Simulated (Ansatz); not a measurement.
Input file for Ansatz (a quantum-chemistry and plane-wave program):

Ansatz 0.2 input:
```yaml
crystal:
  lattice:
    - [3.4832085851, 0.0, 0.0]
    - [0.0, 3.4832085851, 0.0]
    - [0.0, 0.0, 4.719867751]
  atoms:
    - { symbol: Ga, position: [0.5, 0.5, 0.6130103067] }
    - { symbol: Ge, position: [0.0, 0.0, 0.2130690027] }
    - { symbol: O, position: [0.0, 0.5, 0.4362499798] }
    - { symbol: O, position: [0.5, 0.0, 0.4362499798] }
    - { symbol: O, position: [0.5, 0.5, 0.991620731] }
kpoints:
  mp_grid: { grid: [12, 12, 9] }
hamiltonian:
  xc: r2scan
  dispersion: d4
  pseudopotentials: { azcp: { folder: ./paw }, kind: paw }
scf:
  occupations: { method: gaussian, width: 0.05 }
checkpoint: { read: metal.run }
output: { write_density: true, elf: true, volumetric_format: npy }
basis: { fft_grid_basis: typed }
```

Output (shortened):

```
Pseudopotential: Ga, paw, valence charge 13
Pseudopotential: Ge, paw, valence charge 14
Pseudopotential: O, paw, valence charge 6
Functional definition: r2SCAN
Crystal: 5 atoms, lattice volume = 57.265 Å³
Basis set: ecut = 500 eV, 1473 PW (Γ), exchange–correlation on 108×108×144 points (64 copies of the dense FFT grid, shifted against one another)
Bands: 33, of which v1, the nominal top of the filled ones, is band 23 counted from 1 (22 counted from 0)
Symmetry: 8 space group operations
Space group: P4mm (ITA 99), of the structure as read, at distance tolerance 3.9e-5 Å
k-points: 140 of 1296 (time reversal used)
Stability of the state it starts from, as read at its close in the unpolarized treatment …
iter 1 solved again at ethr=3.82e-8 eV; its pass at ethr=3.10e-3 eV (dr2=1.72e-5 eV) is discarded
SCF iter   1: F=—  HF=-9798.155511 eV  |F-HF|=—  |Δ(HF+E_count)|=         —  Δρ=5.07e-7  dr2=9.50e-11  dr2_τ=1.11e-11  ethr=3.82e-8  ⟨swp⟩=2.5  Hψ=31183  notcnv=0
preconditioner: auto → LDOS
SCF iter   2: F=-9798.155511 eV  HF=-9798.155511 eV  |F-HF|=4.49e-10  |Δ(HF+E_count)|=   4.38e-9  Δρ=6.50e-7  dr2=1.85e-10  dr2_τ=8.76e-12  ethr=1.00e-12  ⟨swp⟩=5.8  Hψ=15820  notcnv=0
SCF 1 converged in 2 iterations: F = -9798.155511 eV  dr2 = 1.85e-10
SCF converged after 2 iterations
Free energy (F): -9798.155511 eV
Harris-Foulkes:  -9798.155511 eV  (|F-HF|=4.49e-10)
Internal energy: -9798.154035 eV  (E = F + TS)
E sigma→0 (E₀):  -9798.154773 eV
Entropy (-TS):   -0.001476 eV (-0.295 meV/atom)
Fermi energy:    8.567170 eV
--- Per-component energies (eV) ---
  E_band       = -210.797407
  E_kinetic    = 713.033088
  E_local      = -4543.663518  (includes V_loc(G=0)·N_el)
  E_nonlocal   = 290.162976
  E_hartree    = 2305.213710
  E_xc         = -334.070242
  E_vxc        = -429.528119  (∫ρ·V_xc dr)
  E_paw        = -4537.239644  (= ΣΔE_a)
  E_vpaw       = -877.200415  (= ΣTr[D̂ρ^β])
  E_aug_tail   = 0.000825  (compensation charges beyond the density's cutoff)
  E_vtau       = 25.970744  (kinetic-family band-sum trace: ∫τ·v_τ [+ j·A + Jᵃ·Aᵃ] dr)
  E_ewald      = -3689.248797
  E_disp       = -0.507785  (pairwise vdW)
  E_core_change = -1.834649  (= ΣΔE_core)
  E_smearing   = -0.001476  (= −TS)
  E_closure    = 0.000000  (closes the sum)
  Σ components = -9798.155511   (vs F -9798.155511, Δ=0.00e0)
  [band-id]    e_kinetic+e_local+e_nonlocal+2·e_hartree+e_vxc+e_vpaw+e_augmentation_tail+e_vtau = -210.796998   (vs E_band -210.797407, Δ=4.08e-4)
--- Band table (eV; the first three rows and the last of 140) ---
  k-point 0: bands = ["-16.8710", "-16.7753", "-16.7753", "-16.7621", "-16.7354", "-13.5190", "-10.5766", "-10.0458", "-5.7869", "-5.7869", "-5.5881", "-5.2840", "-5.1069", "0.1004", "1.7175", "1.7175", "5.2505", "5.6538", "5.9016", "5.9016", "6.8831", …
  k-point 1: bands = ["-16.8710", "-16.7753", "-16.7753", "-16.7621", "-16.7354", "-13.5104", "-10.5764", "-10.0544", "-5.7881", "-5.7881", "-5.5881", "-5.3246", "-5.1072", "0.1955", "1.7355", "1.7355", "5.1316", "5.6469", "5.8958", "5.8958", "6.8474", …
  k-point 2: bands = ["-16.8709", "-16.7753", "-16.7753", "-16.7619", "-16.7354", "-13.4882", "-10.5758", "-10.0768", "-5.7909", "-5.7909", "-5.5881", "-5.4231", "-5.1080", "0.4404", "1.7821", "1.7821", "4.8524", "5.6296", "5.8783", "5.8783", "6.7600", …
  k-point 139: bands = ["-16.8415", "-16.8415", "-16.7572", "-16.7568", "-16.7425", "-11.6431", "-11.6431", "-9.8797", "-5.8022", "-5.7867", "-5.3805", "-5.3805", "-5.3542", "-1.5067", "-0.8498", "2.7416", "2.7416", "5.7997", "6.3896", "6.7223", "6.7223", …
```

Cost: around 60 core-seconds (rough) on shared cores.

The start of the workflow was typed in or built on a structure type; neither database checked (COD, Materials Project) lists it. Whether it is the stable phase at ambient conditions was not checked. The r²SCAN+D4 relaxation kept the symmetry of its start; its stability against distortions is not shown here. With an odd number of electrons in the cell and no spin polarisation, the count alone makes it a metal. Spin–orbit coupling is left out wherever it is not named.

Potentials: the earlier of the program's two PAW sets. The files were generated under PBE; for other functionals the program regenerates the frozen cores, and for LDA and PBEsol the local potential too.

Ansatz is a plane-wave DFT program.
